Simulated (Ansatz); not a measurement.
**Where the states of MnSb lie**

Space group P6_3/mmc (No. 194). a = 4.130 Å, b = 4.130 Å, c = 5.800 Å, α = 90.00°, β = 90.00°, γ = 120.00°
| atom | site | symmetry | x | y | z |
| --- | --- | --- | --- | --- | --- |
| Mn | 2a | -3m. | 0.0000 | 0.0000 | 0.0000 |
| Sb | 2c | -6m2 | 0.3333 | 0.6667 | 0.2500 |

The runs use the primitive cell with vectors (4.130, 0.000, 0.000), (-2.065, 3.577, 0.000), (0.000, 0.000, 5.800) Å, to which the k mesh refers.

The geometry is COD entry 1539189, unchecked; take it as a test cell.

The magnetic state is the one reached from the start moments; no search over orders was made, so it needn't be the ground state.

Spin–orbit coupling is left out, though it moves levels of the heavy atoms by tenths of an eV or more.

Method: DFT, PBE, all-electron LAPW, scalar-relativistic in Ansatz 0.2.0.

Settings: a Γ-centred 9×9×6 k mesh, Fermi–Dirac smearing of 0.08 eV, basis error target 1 meV/atom, spin-polarised from start moments Mn1 4, Mn2 4 μB, ending with a cell moment of 6.64 μB.

States per eV and cell, averaged over 0.6 eV, from -5.8 to 3.6 eV, with energies (bin centres) from the Fermi level; empty bins are left out. The partial columns, the largest 4 alone, are projections on Löwdin-orthogonalised atomic shells (those that the program's projection atoms carry: the occupied ones and, for some elements, an empty d or f shell; other empty shells have no column), summed over atoms of an element and both spins. Weights on diffuse s and p shells depend on that basis and aren't pure angular character.

```
E (eV)  spin-up  spin-down  Mn 3d  Sb 5p  Mn 4s  Sb 5s
  -5.6     0.46       0.00   0.07   0.27   0.10   0.02
  -5.0     1.35       0.88   0.32   1.45   0.33   0.09
  -4.4     1.16       1.11   0.51   1.42   0.20   0.10
  -3.8     2.30       0.92   1.47   1.47   0.16   0.08
  -3.2     4.16       0.91   3.18   1.63   0.11   0.07
  -2.6     5.53       1.79   5.30   1.75   0.11   0.05
  -2.0     3.45       2.02   3.72   1.55   0.08   0.05
  -1.4     1.54       2.00   1.96   1.37   0.06   0.07
  -0.8     1.36       0.61   1.18   0.60   0.04   0.08
  -0.2     1.21       1.06   1.38   0.64   0.04   0.10
   0.4     0.77       3.16   3.11   0.49   0.07   0.05
   1.0     1.13       4.30   4.11   0.85   0.16   0.09
   1.6     0.99       3.02   2.76   0.93   0.09   0.10
   2.2     1.09       1.89   1.46   1.20   0.08   0.11
   2.8     0.26       1.72   0.94   0.74   0.12   0.05
   3.4     0.37       1.20   0.53   0.61   0.22   0.02
```

Question: Which of the resolved shells contributes most within 0.3 eV of the Fermi level?

Answer: Mn 3d, with 63 % of all states there; Sb 5p follows with 26 %.

Question: Where is the centre of the filled Mn 3d states between -14 eV and the top of the filled states?

Answer: -2.44 eV from the Fermi level.
